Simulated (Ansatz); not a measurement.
# Run record: elastic constants by finite strains of LuSe (Fm-3m)

Method: PBEsol, all-electron LAPW in Ansatz 0.2.0, scalar-relativistic.

The cell comes from a PAW relaxation under the same functional.

Launched as:

```sh
ansatz run input.yaml --threads 1 --pin off --max-ram 2560MiB --backend cpu --events-out ev --progress --plain --runs-dir out
```

Input:

```yaml
crystal:
  lattice:
    - [0.0, 2.77672421551, 2.77672421551]
    - [2.77672421551, 0.0, 2.77672421551]
    - [2.77672421551, 2.77672421551, 0.0]
  atoms:
    - { symbol: Lu, position: [0.0, 0.0, 0.0] }
    - { symbol: Se, position: [0.5, 0.5, 0.5] }
kpoints:
  mp_grid: { grid: [14, 14, 14] }
scf:
  occupations: { method: fermi_dirac, width: 0.1 }
hamiltonian:
  xc: pbesol
  pseudopotentials: { kind: all_electron, lapw: { basis_error: 0.0005 } }
elastic:
  mode: relaxed_ion
  stencil: two_point
  amplitude: 0.003
```

Output:

```
Warning: RAYON_NUM_THREADS=1 ignored (pool sized by the plan → 1); use --threads N
LAPW: plane waves up to 8.849 Å⁻¹, error target 5.0e-4 eV per atom; small_component_spin mean_spin; Se in spheres of 1.263 Å, 24 of its electrons in bands, Dirac shells []; Lu in spheres of 1.430 Å, 41 of its electrons in bands, ...
Engine: ansatz 0.2.0, aarch64-unknown-linux-gnu
Pseudopotentials: kind: all_electron
Pseudopotential: Lu, LAPW, valence charge 41, lapw/all_electron/scalar/gaussian/Lu, Koelling and Harmon's equation, gaussian nucleus
Pseudopotential: Se, LAPW, valence charge 24, lapw/all_electron/scalar/gaussian/Se, Koelling and Harmon's equation, gaussian nucleus
Functional definition: PBEsol
  exchange = pbesol_x
  correlation = pbesol_c
Crystal: 2 atoms, lattice volume = 42.818 Å³
Basis set: ecut = 298.321559164665 eV, 531 PW (Γ), exchange–correlation at level 2
Bands: 39, of which v1, the nominal top of the filled ones, is band 33 counted from 1 (32 counted from 0)
Symmetry: 48 space group operations
Space group: Fm-3m (ITA 225), of the structure as read, at distance tolerance 3.5e-5 Å
k-points: 104 of 2744
Non-local potential: Lu, projectors of the file, none
[... 116 lines left out ...]
         0.000     -0.000      0.000      0.000     -0.000      9.120
  reference stress σ⁰ (GPa):      0.018      0.018      0.018     -0.000     -0.000     -0.000
  no Pulay correction (none for the plane-wave cutoff is built on LAPW): the batch's stresses and constants are at fixed plane waves
  C* (energy form; C + prestress term) asymmetry max|C*_kj − C*_jk| = 3.553e-15 GPa — a small one proves nothing (zero by symmetry where the batch's group is 432, −43m or m−3m); a large one is finite-difference/SCF noise where ...
  moduli (Voigt/Reuss/Hill, GPa): K = 92.76/92.76/92.76   G = 48.96/14.39/31.68   E = 85.32   ν = 0.347
  mechanically stable: yes (min eigenvalue of sym C = 9.12 GPa)
  where every solve meets its electron count the energy-path curvature estimates C_jj along a normal strain and C_jj − ¼(σ⁰_aa + σ⁰_bb) along a shear (ab), closely only under elastic.basis: deformed
  strain η (Voigt 11):  stress-route row diagonal C_11 = 237.71 GPa, energy-path curvature d²(F+E_count)/dδ²/Ω₀ = 237.70 GPa
         δ    σ_11 (GPa)             F (eV)   n_scf  n_hpsi   n_pw
    -3.000e-3      -0.7085     -462206.2017562       9  331045    531   relax 0 steps, max|allowed force component| 3.82e-31 eV/Å
     3.000e-3       0.7178     -462206.2017342       9  331090    531   relax 0 steps, max|allowed force component| 3.94e-31 eV/Å
  strain η (Voigt 23):  stress-route row diagonal C_44 = 9.12 GPa, energy-path curvature d²(F+E_count)/dδ²/Ω₀ = 9.11 GPa
         δ    σ_23 (GPa)             F (eV)   n_scf  n_hpsi   n_pw
    -3.000e-3      -0.0274     -462206.2020201       8  538171    531   relax 0 steps, max|allowed force component| 5.72e-30 eV/Å
     3.000e-3       0.0274     -462206.2020201       8  538060    531   relax 0 steps, max|allowed force component| 6.38e-30 eV/Å
```

Self-consistency was reached.

Elastic moduli:

Elastic constants of a crystal by Kohn-Sham DFT: slopes of the stress over finite engineering strains of the given cell, Voigt indices, Cartesian axes as in the input; Hill averages of a grain aggregate, Debye temperature from the mean sound speed over directions.

```json
{
 "Bulk modulus": "92.76 GPa",
 "Shear modulus": "31.68 GPa",
 "Young modulus": "85.32 GPa",
 "Poisson ratio": "0.3467",
 "Bulk over shear modulus": "2.928",
 "Elastic anisotropy index": "12.01",
 "Least young modulus": "26.49 GPa",
 "Largest young modulus": "234.5 GPa",
 "Longitudinal sound speed": "3702 m/s",
 "Transverse sound speed": "1793 m/s",
 "Elastic debye temperature": "176.9 K",
 "Linear compressibility (x, y, z)": "3.594, 3.594, 3.594 1/TPa",
 "Zener ratio": "0.08389",
 "Cauchy pressure": "11.16 GPa"
}
```

### Strained cells

Stress of each strained cell less that at rest, tension positive.

```tsv
strain component	strain	stress xx (GPa)	stress yy (GPa)	stress zz (GPa)	stress yz (GPa)	stress xz (GPa)	stress xy (GPa)	relaxation steps
xx	-0.003	-0.7267	-0.0611	-0.0611	0	0	0	0
xx	0.003	0.6996	0.0606	0.0606	0	0	0	0
yz	-0.003	-0.0001	-0.0005	-0.0005	-0.0274	0	0	0
yz	0.003	-0.0001	-0.0005	-0.0005	0.0274	0	0	0
```

Elastic constants:

```
Pressure at rest         : -0.018 GPa
Least elastic eigenvalue : 9.12 GPa
Elastically stable       : yes
```

| index | elastic (GPa) |
| --- | --- |
| 11 | 237.7 |
| 12 | 20.28 |
| 44 | 9.12 |

Known limits: responses of metals move with mesh and smearing; the softest shear constant rests on one k mesh, and a soft shear can herald a distortion on cooling.

Cost: 10 min on 1 thread of Arm Neoverse V1, with other jobs on the host, peak memory 1.9 GiB.
